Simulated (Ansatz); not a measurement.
Here is the system:

HfO2:
```
HfO2
1.0
    5.06356     0.00000     0.00000
    0.00000    10.01259     0.00000
    0.00000     0.00000     5.23008
Hf O
8 16
Cartesian
  3.82129   1.15646   2.43175
  1.24228   8.85613   2.79834
  3.77406   8.85613   5.04679
  1.28950   1.15646   0.18330
  1.28950   3.84983   2.79834
  3.77406   6.16275   2.43175
  1.24228   6.16275   0.18330
  3.82129   3.84983   5.04679
  5.05162   4.77714   1.36766
  0.01194   5.23545   3.86242
  2.54373   5.23545   3.98270
  2.51984   4.77714   1.24738
  2.51984   0.22915   3.86242
  2.54373   9.78343   1.36766
  0.01194   9.78343   1.24738
  5.05162   0.22915   3.98270
  3.17732   2.90204   3.27297
  1.88624   7.11054   1.95711
  4.41802   7.11054   0.65793
  0.64554   2.90204   4.57215
  0.64554   2.10425   1.95711
  4.41802   7.90834   3.27297
  1.88624   7.90834   4.57215
  3.17732   2.10425   0.65793
```

This is the r²SCAN-relaxed structure. x, y and z are the axes in which the lattice vectors are written.

Task: All from r²SCAN (plane waves, PAW; program Ansatz), unless another level is named. Estimate the Young's modulus.

Result: 317 GPa.

Task: Predict the elastic constants (relaxed ions, GPa).

Result: C11 = 409, C22 = 394, C33 = 467, C12 = 137, C13 = 141, C23 = 173, C44 = 138, C55 = 107, C66 = 106.

Space group Pbca. The workflow started from a Materials Project entry (that database holds measured and hypothetical structures alike); the Crystallography Open Database files this formula in space group No. 61, but the cells were not matched. It is not the phase usual at ambient conditions (space group No. 14, 29). The r²SCAN relaxation kept the symmetry of its start; whether a distortion lowers the energy is not shown. The run is not spin-polarised. Scalar-relativistic: spin–orbit coupling is off unless named, which matters more the heavier the elements.

Potentials: the earlier of the program's two PAW sets.
